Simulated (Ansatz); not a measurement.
WO₃:
```
CELL_PARAMETERS angstrom
      3.79933     0.00000     0.00000
      0.00000     3.79933     0.00000
      0.00000     0.00000     3.79933
ATOMIC_POSITIONS crystal
  W  0.00000 0.00000 0.00000
  O  0.00000 0.00000 0.50000
  O  0.50000 0.00000 0.00000
  O  0.00000 0.50000 0.00000
```

This is the PBEsol-relaxed structure.

### Question
All from PBEsol in the plane-wave PAW code Ansatz, unless another level is named. Predict the formation energy from the elements (no fitted shifts).

### Answer
-2.13 eV/atom.

### Question
Give the electron effective mass, band 2 of 3 at the edge.

### Answer
0.15 along [100], 0.27 along [110], 0.22 along [111] (mₑ).

### Question
Predict the valence-band maximum.

### Answer
at R.

Space group Pm-3m (ReO3 type). The workflow started from a Materials Project entry (that database holds measured and hypothetical structures alike); the Crystallography Open Database copy checked does not list it. COD files the formula under space group No. 2, 14, 62, 129, 130, 191, so this cell is another polymorph or a model. Whether it is the stable phase at ambient conditions was not checked. The PBEsol relaxation kept the symmetry of its start; its stability against distortions is not shown here. The run is not spin-polarised. No Hubbard U is applied. The references are the lowest solids computed at this level, not always the standard phases (solids in place of the gases). Scalar-relativistic: spin–orbit coupling is off unless named, which matters more the heavier the elements.

Potentials: the later of the program's two PAW sets.

Edges and masses are those of Kohn–Sham bands, whose gap is no quasiparticle gap.
